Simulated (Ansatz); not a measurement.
Al$_{2}$Pt:
```
Al2Pt
1.0
    0.00000     2.94828     2.94828
    2.94828     0.00000     2.94828
    2.94828     2.94828     0.00000
Pt Al
1 2
Direct
  0.00000   0.00000   0.00000
  0.25000   0.25000   0.25000
  0.75000   0.75000   0.75000
```

Relaxed with PBEsol. Special points in fractions of this cell's reciprocal vectors: Γ (0.000, 0.000, 0.000); X (0.500, 0.000, 0.500); U (0.625, 0.250, 0.625); K (0.375, 0.375, 0.750); L (0.500, 0.500, 0.500); W (0.500, 0.250, 0.750).

Problem. List the band energies nearest the Fermi level at these points for DFT-PBEsol with spin–orbit coupling in the program Ansatz with PAW potentials.

Solution. In eV from the Fermi level; about four levels below and three above (degenerate sets whole), none deeper than 8.9 eV; points with the same levels are listed once.

```json
[
 {"k": "Γ", "below": "-3.68 -3.68 -3.68 -3.68", "above": "2.71 2.71 2.96 2.96"},
 {"k": "X", "below": "-1.92 -1.92 -1.50 -1.50", "above": "3.17 3.17 3.28 3.28"},
 {"k": "U", "below": "-2.02 -2.02 -0.69 -0.69", "above": "3.26 3.26 5.35 5.35"},
 {"k": "L", "below": "-3.31 -3.31 -3.25 -3.25", "above": "0.60 0.60 1.20 1.20"},
 {"k": "W", "below": "-2.64 -2.64 -0.94 -0.94", "above": "5.10 5.10 5.24 5.24"}
]
```

Space group Fm-3m (fluorite or antifluorite type). The cell was relaxed with PBEsol under the symmetry of its start; of distortions, only those at the zone centre were tested. The run is not spin-polarised.

Potentials: the later of the program's two PAW sets.
